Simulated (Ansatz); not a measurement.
# Calculated with Ansatz: TlIr2S2, settings compared

Launch command:

```bash
ansatz run input.yaml --threads 1 --pin off --max-ram 2560MiB --backend cpu --events-out ev --progress --plain --runs-dir out
```

The input file (Ansatz 0.2.0, plane waves):

```yaml
crystal:
  lattice:
    - [0.0, 3.929392, 0.0]
    - [3.929392, 0.0, 0.0]
    - [1.964696, 1.964696, -6.616342]
  atoms:
    - { symbol: Ir, position: [0.75, 0.25, 0.5] }
    - { symbol: Ir, position: [0.25, 0.75, 0.5] }
    - { symbol: S, position: [0.36, 0.36, 0.28] }
    - { symbol: S, position: [0.64, 0.64, 0.72] }
    - { symbol: Tl, position: [0.0, 0.0, 0.0] }
kpoints:
  mp_grid: { grid: [5, 5, 5], shift: [0, 0, 0] }
magnetization:
  spin_polarized: true
scf:
  occupations: { method: fermi_dirac }
hamiltonian:
  pseudopotentials: { kind: paw }
  xc: r2scan
  hubbard:
    projectors: all-electron-ortho-atomic
    sites: [{ species: Ir, l: d, u_eff: 1.17 }]
    double_counting: amf
basis:
  ecutwfc: 500
output:
  forces: true
  stress: true
  eigenvalues: true
```

Origin of the cell: a known structure type with other elements, at an estimated volume, so it need not be a known compound.

The smearing width isn't typed, so it takes its default of 0.1 eV.

Output of this run (shortened):

```
Ir: projections on atomic orbitals take those of the free atom [Kr 4d10 4f14] 5s2 5p6 5d7 6s2, of charge +0.00 (hamiltonian.pseudopotentials.projection_atoms); the dataset's partial waves lea […]
S: projections on atomic orbitals take those of the free atom [Ne] 3s2 3p4, of charge +0.00 (hamiltonian.pseudopotentials.projection_atoms); the dataset's partial waves leave at most 1.6e-7 o […]
Tl: projections on atomic orbitals take those of the free atom [Xe 4f14] 5d10 6s2 6p1, of charge +0.00 (hamiltonian.pseudopotentials.projection_atoms); the dataset's partial waves leave at mo […]
band count auto-derived: 38 (N_el = 59.0; filled up to band 30; 36 by the electrons, moments and atoms)
Pseudopotentials: kind: paw
Pseudopotential: Ir, paw, valence charge 17, recommended cutoff 500 eV (meta_gga), Ir.paw.azcp
Pseudopotential: S, paw, valence charge 6, recommended cutoff 500 eV (meta_gga), S.paw.azcp
Pseudopotential: Tl, paw, valence charge 13, recommended cutoff 500 eV (meta_gga), Tl.paw.azcp
Functional definition: r2SCAN
  exchange = r2scan_x(k0 = k0, k1 = k1, a1 = a1)
  correlation = r2scan_c
[… 15 lines left out …]
Initial density: superposition of atomic densities (chi_scale 0.1, normalization cell, long waves kept (reshape's long-wave potential 0.24 eV rms))
Functional: x = r2scan, c = r2scan; τ floored in thin density (d = 2e-4 eV/Å³)
SCF iter   1: F=—  HF=-37167.878449 eV  Δρ=2.13e-2  dr2=2.34e0  dr2_τ=4.18e-2  dr2_m=0.00e0  M=0.000 μB ∫|m|=0.000 μB
SCF iter   2: F=—  HF=-37167.573399 eV  Δρ=1.46e-2  dr2=1.12e0  dr2_τ=3.35e-3  dr2_m=0.00e0  M=0.000 μB ∫|m|=0.000 μB
SCF iter   3: F=—  HF=-37163.427851 eV  Δρ=5.48e-2  dr2=9.71e-1  dr2_τ=4.38e-1  dr2_m=2.35e0  M=5.164 μB ∫|m|=5.164 μB  defer=9
SCF iter   4: F=—  HF=-37166.467558 eV  Δρ=2.68e-2  dr2=1.28e-1  dr2_τ=1.25e-1  dr2_m=6.37e-1  M=2.194 μB ∫|m|=2.259 μB  defer=7
SCF iter   5: F=—  HF=-37166.852825 eV  Δρ=1.77e-2  dr2=4.80e-2  dr2_τ=9.95e-3  dr2_m=2.85e-1  M=1.594 μB ∫|m|=1.653 μB  defer=18
[… 2 lines left out …]
SCF iter   8: F=—  HF=-37167.291780 eV  Δρ=4.93e-4  dr2=1.50e-4  dr2_τ=1.02e-5  dr2_m=1.37e-4  M=0.025 μB ∫|m|=0.041 μB  defer=16
SCF iter   9: F=—  HF=-37167.292416 eV  Δρ=4.46e-5  dr2=3.55e-5  dr2_τ=8.56e-7  dr2_m=0.00e0  M=0.000 μB ∫|m|=0.000 μB  defer=4
SCF iter  10: F=—  HF=-37167.292410 eV  Δρ=2.67e-5  dr2=7.65e-6  dr2_τ=2.15e-7  dr2_m=0.00e0  M=0.000 μB ∫|m|=0.000 μB  defer=4
SCF iter  11: F=—  HF=-37167.292410 eV  Δρ=1.77e-5  dr2=5.02e-6  dr2_τ=1.34e-7  dr2_m=0.00e0  M=0.000 μB ∫|m|=0.000 μB  defer=4
SCF iter  12: F=-37167.292409 eV  HF=-37167.292409 eV  Δρ=2.80e-6  dr2=4.76e-8  dr2_τ=1.47e-9  dr2_m=0.00e0  M=0.000 μB ∫|m|=0.000 μB
SCF 1 converged in 12 iterations: F = -37167.292409 eV  dr2 = 4.76e-8
SCF converged after 12 iterations
Magnetization: 0.0000 μB (29.5000 up, 29.5000 down)
Absolute magnetization: 0.0000 μB (∫|ρ↑−ρ↓|)
Spin contamination: 0.0000 ħ² per cell (⟨S²⟩ above its minimum at these occupations)
Per-site moments (μB) at R_I (Å): [(0.0, 1.008627), (0.0, 1.008627), (0.0, 1.008627), (0.0, 1.008627), (0.0, 1.377534)]
Free energy (F): -37167.292409 eV
Harris-Foulkes:  -37167.292409 eV  (|F-HF|=2.98e-10)
Internal energy: -37167.174631 eV  (E = F + TS)
E sigma→0 (E₀):  -37167.233520 eV
Entropy (-TS):   -0.117778 eV (-23.556 meV/atom)
Fermi energy:    12.897224 eV
--- Per-component energies (eV) ---
  E_band       = -544.239536
  E_kinetic    = 1794.309244
  E_local      = -5968.873582  (includes V_loc(G=0)·N_el)
  E_nonlocal   = 523.815787
  E_hartree    = 2410.829038
  E_xc         = -910.508746
  E_vxc        = -1009.680673  (∫ρ·V_xc dr)
  E_hubbard    = -0.037736  (on-site DFT+U / exact-exchange correction)
  E_vhub       = -0.075478  (the Hubbard potential's part of the band-sum identity)
  E_paw        = -29909.495383  (= ΣΔE_a)
  E_vpaw       = -768.008911  (= ΣTr[D̂ρ^β])
  E_aug_tail   = 0.000001  (compensation charges beyond the density's cutoff)
  E_vtau       = 62.618506  (kinetic-family band-sum trace: ∫τ·v_τ [+ j·A + Jᵃ·Aᵃ] dr)
  E_ewald      = -5107.399693
[… 7 lines left out …]
  atom   2  Ir     0.000000    -0.000000    -0.000000
  atom   3  S      0.000000     0.000000    -1.674206
  atom   4  S      0.000000     0.000000     1.674206
  atom   5  Tl     0.000000     0.000000     0.000000
  max |Σ_I F_I| component: 0.0 eV/Å
--- Stress (GPa, compression-positive) ---
       -5.585446       0.000000       0.000000
        0.000000      -5.585446       0.000000
        0.000000       0.000000      -7.314755
  P = ⅓ Tr σ = -6.1619 GPa (-61.619 kbar)
Occupation matrices written to <dir>
```

The same input was run again with these changes:

1. `hamiltonian.pseudopotentials` { kind: paw } → { kind: nc }; `hamiltonian.dispersion` default → d4
2. `kpoints.mp_grid.grid` [5, 5, 5] → [4, 4, 4]; `hamiltonian.xc` r2scan → rpbe; `scf.algorithm` default → direct_min
3. `scf.occupations.width` default → 0.15; `scf.occupations.method` fermi_dirac → cold
4. `scf.initial_density.chi_scale` default → 0.3; `scf.occupations.method` fermi_dirac → methfessel_paxton; `scf.occupations.width` default → 0.15; `kpoints.mp_grid.grid` [5, 5, 5] → [6, 6, 6]

| run | end | SCF iterations | P (GPa) | max force component (eV/Å) | moment (μB) | ΔE(σ→0) (meV/atom) |
| --- | --- | --- | --- | --- | --- | --- |
| base | converged | 12 | -6.16 | 1.674 | 0.00 | 0 |
| 1 | converged | 13 | -6.41 | 1.530 | 0.00 | – |
| 2 | converged | 11 | -1.01 | 1.322 | 0.00 | – |
| 3 | converged | 13 | -6.28 | 1.711 | 0.00 | -0.72 |
| 4 | converged | 14 | -6.26 | 1.690 | 0.00 | 2.60 |

Energies are compared only where functional, datasets, charge and starting cell are the same.

Not properties of the system: run 2 (too coarse or loose: `kpoints.mp_grid.grid` = [4, 4, 4]).

Caveats of the base run: no moments, though an odd count or open d shells may carry them; no spin-orbit coupling, though heavy elements are present; spin is on but no moment was typed; the k mesh is coarse if the cell is a metal.

Run 1: the cutoff lies below the datasets' advice.
Run 2: forces of this functional can be a tenth off on datasets made under PBE.

Time of the base run: 21 s on 1 thread of Arm Neoverse V2 (shared host), peak memory 0.73 GiB, from the program's own first density.
